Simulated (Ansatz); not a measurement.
K2NaInF6:
```
CELL_PARAMETERS angstrom
      0.00000     4.29059     4.29059
      4.29059     0.00000     4.29059
      4.29059     4.29059     0.00000
ATOMIC_POSITIONS crystal
  K  0.75000 0.75000 0.75000
  K  0.25000 0.25000 0.25000
  Na 0.50000 0.50000 0.50000
  In 0.00000 0.00000 0.00000
  F  0.75864 0.24136 0.24136
  F  0.24136 0.75864 0.75864
  F  0.24136 0.75864 0.24136
  F  0.75864 0.24136 0.75864
  F  0.24136 0.24136 0.75864
  F  0.75864 0.75864 0.24136
```

Relaxed with PBEsol.

Question: Map the electron localisation function on the plane through (0.750, 0.750, 0.750) spanned by u = [1, 0, 0] and v = [-1, 1, 1] in lattice vectors, from plane-wave PAW PBEsol (Ansatz code).

Answer: x is the fraction of u, y of v (the angle between them is 90°; rows are the nearest grid lines); atoms in the plane: K at (0.00, 0.00), K at (0.00, 0.50), Na at (0.50, 0.75), In at (0.50, 0.25), F at (0.50, 0.49), F at (0.50, 0.01).
```
|+#@@@%-  :*%@%*=*%@%*:  -%@@@#+|
|@@@@@*.  .=#%@@@@@%#=.  .*@@@@@|
|@@@@%=    :+#%%%%%#+:    =%@@@@|
|##*-.                     .-*##|
|            :=***=:            |
|           -**=-=**-           |
|           -**-.-**-           |
|           .+#***#+.           |
|-:.            .            .:-|
|@@@#+.     .-==+==-.     .+#@@@|
|@@@@%=    :+#%%%%%#+:    =%@@@@|
|#%@@@#:  .+%@@%#%@@%+.  :#@@@%#|
|#%@@@#:  .+%@%*+*%@%+.  :#@@@%#|
|@@@@#=    :+#%%%%%#+:    =#@@@@|
|@@%#=.    .:-+***+-:.    .=#@@@|
|-:.        ...:::...        .:-|
|          .::.   .::.          |
|          .:.     .:.          |
|          .:.     .:.          |
|          ..::...::..          |
|##+-.      .........      .-+##|
|@@@@#=    :+#%%%%%#+:    =#@@@@|
|@@@@@*.  .=#%@%#%@%#=.  .*@@@@@|
|+#@@@%-  :*%@%*=*%@%*:  -%@@@#+|
```
Scale: ten equal steps from 0.000 (start of ' ') to 0.879 (end of '@'), in the order ' .:-=+*#%@'; x runs from 0.000 to 1.00, y from 0.000 (bottom) to 1.00 (top).

The density is the valence pseudo-density with augmentation charge, so density and ELF within about 1 Å of a nucleus are not all-electron values.

Space group Fm-3m. The workflow started from a Materials Project entry (that database holds measured and hypothetical structures alike); the Crystallography Open Database copy checked does not list it. Its standing as an ambient phase is unchecked. The cell was relaxed with PBEsol under the symmetry of its start; whether a distortion lowers the energy is not shown.

Potentials: the later of the program's two PAW sets.
